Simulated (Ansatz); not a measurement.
Several occupations of a zinc blende lattice at one composition, 3 Ga, 3 Tl, 3 In, 3 Al; 12 P. Sites, in fractions of the cell -5.531 -5.531 0.000; 0.000 5.531 5.531; -5.531 5.531 -5.531 Å:

| cell | sites |
| --- | --- |
| all | P (0.00 0.00 0.25), P (0.00 0.50 0.25), P (0.17 0.33 0.58), P (0.17 0.83 0.58), P (0.33 0.17 0.92), P (0.33 0.67 0.92), P (0.50 0.00 0.25), P (0.50 0.50 0.25), P (0.67 0.33 0.58), P (0.67 0.83 0.58), P (0.83 0.17 0.92), P (0.83 0.67 0.92) |
| 1 | Al (0.00 0.00 0.00), Al (0.17 0.33 0.33), Al (0.50 0.50 0.00), Ga (0.33 0.17 0.67), Ga (0.50 0.00 0.00), Ga (0.67 0.33 0.33), In (0.17 0.83 0.33), In (0.33 0.67 0.67), In (0.67 0.83 0.33), Tl (0.00 0.50 0.00), Tl (0.83 0.17 0.67), Tl (0.83 0.67 0.67) |
| 2 | Al (0.00 0.50 0.00), Al (0.17 0.33 0.33), Al (0.50 0.00 0.00), Ga (0.33 0.17 0.67), Ga (0.50 0.50 0.00), Ga (0.67 0.83 0.33), In (0.00 0.00 0.00), In (0.33 0.67 0.67), In (0.67 0.33 0.33), Tl (0.17 0.83 0.33), Tl (0.83 0.17 0.67), Tl (0.83 0.67 0.67) |
| 3 | Al (0.17 0.83 0.33), Al (0.67 0.33 0.33), Al (0.67 0.83 0.33), Ga (0.00 0.00 0.00), Ga (0.00 0.50 0.00), Ga (0.17 0.33 0.33), In (0.33 0.17 0.67), In (0.83 0.17 0.67), In (0.83 0.67 0.67), Tl (0.33 0.67 0.67), Tl (0.50 0.00 0.00), Tl (0.50 0.50 0.00) |

Each was relaxed without symmetry on coarser meshes and computed once more. These are results of DFT PBE, scalar-relativistic, plane waves, PAW in Ansatz 0.2.0, not measurements.

Plane waves to 420 eV, a k mesh through Γ of 5×5×4 on the computed 24-atom cell and Gaussian smearing (0.02 eV); no spin polarisation.

Warren–Cowley parameters of the first shell of the sublattice with most elements (negative: unlike neighbours preferred):
| cell | Al-Ga | Al-In | Al-Tl | Ga-In | Ga-Tl | In-Tl |
| --- | --- | --- | --- | --- | --- | --- |
| 1 | -0.11 | 0.00 | 0.00 | -0.11 | -0.11 | 0.00 |
| 2 | -0.11 | -0.33 | 0.11 | -0.33 | -0.11 | -0.33 |
| 3 | -0.11 | 0.22 | 0.22 | 0.22 | -0.22 | -0.11 |

Forces of up to 0.02 eV/Å remain on the final mesh.

Question: Which occupation is lowest in energy, and by how much?

Answer: Cells 1, 2 are lowest, within 8 meV/atom of each other and so too close to rank here.
```tsv
cell	E − E(lowest) (meV/atom)	V (Å³/atom)	gap on mesh (eV)
1	0.0	23.88	0.63
2	1.8	23.90	0.61
3	9.2	23.94	0.48
```

Spin-orbit coupling is left out, which matters for the bands of heavy elements. An odd mesh misses points on the zone edge, so a gap read on it can be too wide.

Cost: 6 runs of about 55 core-minutes in all (earlier runs that led there not counted), on Arm Neoverse V1 (shared hosts).